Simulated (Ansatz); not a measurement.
A geometry of SiS₂ away from equilibrium: step 20 of the relaxation of a randomly generated symmetric cell of SiS2 (space group No. 68). Method: r2SCAN (plane waves to 500 eV, PAW, scalar-relativistic; Ansatz, a quantum-chemistry and plane-wave program). Γ-centred k-mesh 6×6×5 on the run's cell (coarser than for final values), Fermi–Dirac smearing 0.05 eV.

```yaml
crystal:
  lattice:
    - [2.42664, -2.43253, 0.00000]
    - [2.42664, 2.43253, 0.00000]
    - [0.00000, 0.00000, 9.68117]
  atoms:
    - { symbol: S, position: [0.00000, 0.50000, 0.13338] }
    - { symbol: S, position: [0.50000, 0.00000, 0.86662] }
    - { symbol: S, position: [0.50000, 0.00000, 0.36662] }
    - { symbol: S, position: [0.00000, 0.50000, 0.63338] }
    - { symbol: Si, position: [0.50000, 0.50000, 0.00000] }
    - { symbol: Si, position: [0.00000, 0.00000, 0.50000] }
```

Task: Which atoms carry the largest force, and which way does it point?

Result: No atom: all forces are below 0.005 eV/Å; only the cell is out of equilibrium.

Task: What is the pressure?

Result: +2.5 GPa, compression positive.

Task: How much energy per atom can still be gained by relaxing?

Result: 0.06 eV/atom; the path ends in P4₂/nmc (No. 137).

No spin polarisation in the result. Without a van der Waals term the distances between weakly bound units are poorly fixed.

The run could not lose the symmetry of its start; a randomly shaken copy of 12 atoms returns to this structure.

The end of the path is a generated cell of SiS2: the first start was made by a random draw of sites in a space group, and the end was not matched to a known phase here, so it may be hypothetical.
